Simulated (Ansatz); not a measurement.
AlRh₃N:
```
CELL_PARAMETERS angstrom
      4.03514     0.00000     0.00000
      0.00000     4.03514     0.00000
      0.00000     0.00000     4.03514
ATOMIC_POSITIONS crystal
  Al 0.00000 0.00000 0.00000
  Rh 0.00000 0.50000 0.50000
  Rh 0.50000 0.00000 0.50000
  Rh 0.50000 0.50000 0.00000
  N  0.50000 0.50000 0.50000
```

This is the PBE-relaxed structure.

**Question.** All from plane-wave PAW PBE (Ansatz code), unless another level is named. Give the electronic character.

**Answer.** metallic (no gap).

**Question.** Next, the formation energy from the elements (no fitted shifts)?

**Answer.** -0.12 eV/atom.

**Question.** Next, the density of states at the Fermi level?

**Answer.** 1.1 states/eV per atom (mean over ±0.08 eV).

Space group Pm-3m (anti-perovskite). The start of the workflow was typed in or built on a structure type; neither database checked (COD, Materials Project) lists it. Whether it is the stable phase at ambient conditions was not checked. The cell was relaxed with PBE under the symmetry of its start; whether a distortion lowers the energy is not shown. The workflow began spin-polarised and lost its moments. The volume moved by 20 % from the start of the relaxation. The references are the lowest solids computed at this level, not always the standard phases (solids in place of the gases). Scalar-relativistic: spin–orbit coupling is off unless named, which matters more the heavier the elements.

Potentials: the earlier of the program's two PAW sets.
